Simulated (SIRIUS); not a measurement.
Worked example: self-consistent single point of YSi (P1, 8 atoms in the cell; from Materials Project mp-9972, changed as shown) in SIRIUS.

Method: LDA (PW92), GBRV LDA ultrasoft pseudopotentials (plane waves; SIRIUS).

The change in words: atoms moved at random. Reference geometry (Cmcm):
```xyz
8
Lattice="4.2866 0.0000 0.0000 0.0000 10.5676 0.0000 0.0000 0.0000 3.8337" Properties=species:S:1:pos:R:3 pbc="T T T"
Y      2.1433     3.7977     2.8752
Y      0.0000     1.4861     0.9584
Y      0.0000     9.0814     2.8752
Y      2.1433     6.7699     0.9584
Si     2.1433     0.7981     2.8752
Si     0.0000     4.4857     0.9584
Si     0.0000     6.0818     2.8752
Si     2.1433     9.7695     0.9584
```

Reference input (self-consistent single point, DFT, LDA (PW92), plane waves, GBRV LDA ultrasoft pseudopotentials): parameters.ngridk = 6 2 6; parameters.xc_functionals = [XC_LDA_X, XC_LDA_C_PW]; parameters.gk_cutoff = 6.325 1/bohr; parameters.pw_cutoff = 14.143 1/bohr; parameters.smearing = fermi_dirac; parameters.smearing_width = 0.00367493 Ha; potentials = GBRV LDA ultrasoft pseudopotentials; parameters.electronic_structure_method = pseudopotential; parameters.num_bands = 36; parameters.num_mag_dims = 0; parameters.num_dft_iter = 100; parameters.energy_tol = 1e-07 Ha. This run's input differs from it in these lines:

```diff
@@ -44,12 +44,12 @@
       "Y": [
-        [2.1433, 3.7976604435, 2.8752375],
-        [0.0, 1.4861145565, 0.9584125],
-        [0.0, 9.0814354435, 2.8752375],
-        [2.1433, 6.7698895565, 0.9584125]
+        [2.1187334954, 3.739433243, 2.8710588215],
+        [0.0107893722, 1.4945897316, 0.8974459641],
+        [0.0461752552, 9.0045248146, 2.9235798265],
+        [2.162353937, 6.8109127856, 0.8977564897]
       ],
       "Si": [
-        [2.1433, 0.798061376, 2.8752375],
-        [0.0, 4.485713624, 0.9584125],
-        [0.0, 6.081836376, 2.8752375],
-        [2.1433, 9.769488624, 0.9584125]
+        [2.126067868, 0.7608953027, 2.8751953298],
+        [-0.0179780004, 4.5710571578, 1.0322064289],
+        [-0.0153160218, 6.0980892679, 2.9045840908],
+        [2.1423698078, 9.7906976968, 0.9327768824]
       ]
```

Output (repeated stretches shortened):

```
[find] density tolerance         : 1e-06
[find] total energy tolerance    : 1e-07
[find] iter_solver_tol (initial) : 0.01
[find] iter_solver_tol (target)  : 1e-13
[find] num_dft_iter              : 100
Charges and magnetic moments
--------------------------------------------------------------------------------
total charge          : 60.000000
[find] | SCF iteration   0 out of 100|
[diagonalize] iterative solver tolerance (occupied, empty): 0.01 0.01
[diagonalize] average number of iterations: 2
[find] Charges and magnetic moments
[find] total charge          : 60.000000
[find] Energy
[find] smearing (-TS)                 :      -0.00673082
   [... lines left out ...]

[find] Charges and magnetic moments
[find] total charge          : 60.000000
[find] Energy
[find] smearing (-TS)                 :      -0.00684750
[find] Total energy                   :    -205.17333072 (Ha),    -410.34666145 (Ry)
[find] Free energy (E-TS)             :    -205.18017822 (Ha),    -410.36035644 (Ry)
[find] band gap (eV)                  :       0.00000000
[find] Efermi                         :       0.38142132
[find] iteration : 26, RMS (target) : 9.7203e-07 (1.0000e-06) , energy difference (target) : -1.8625e-09 (1.0000e-07)
[find] bands are converged : true
[find] iterative solver converged : false
[find] converged after 27 SCF iterations!
[find] Charges and magnetic moments
[find] total charge          : 60.000000
[find] Energy
[find] smearing (-TS)                 :      -0.00684750
[find] Total energy                   :    -205.17333072 (Ha),    -410.34666145 (Ry)
[find] Free energy (E-TS)             :    -205.18017822 (Ha),    -410.36035644 (Ry)
[find] band gap (eV)                  :       0.00000000
[find] Efermi                         :       0.38142132
[ground_state] === stress tensor components [kbar] ===
[ground_state] === stress_total ===
[ground_state]    56.236667    0.481209    0.131416
[ground_state]     0.481209   43.113970   -5.445436
[ground_state]     0.131416   -5.445437   41.884426
[ground_state] ==== total Forces in Ha/bohr =====
   [... lines left out ...]
[ground_state] atom:    3, force:      -0.0036511     -0.0070721      0.0112264
[ground_state] atom:    4, force:       0.0035002      0.0040975     -0.0051796
[ground_state] atom:    5, force:       0.0006963     -0.0112368     -0.0109084
[ground_state] atom:    6, force:       0.0030704     -0.0002177     -0.0025795
[ground_state] atom:    7, force:       0.0039965     -0.0050444      0.0057621
```

The run converged in 27 iterations. SIRIUS prints the stress tensor with tension positive. Against the reference run the free energy goes up by 21.6 meV/atom, the pressure goes from -4.89 to -4.71 GPa and the largest force goes from 0.099 to 0.876 eV/Å.

The structure comes from a collection of computed structures, made at another level of theory; the collection holds predicted forms beside known ones. No clean gap shows at this smearing width and mesh (spacing up to 0.30 Å⁻¹); the mesh is coarse for partly filled bands, so the values carry mesh errors.

Cost on one core: very roughly 7 core-minutes.
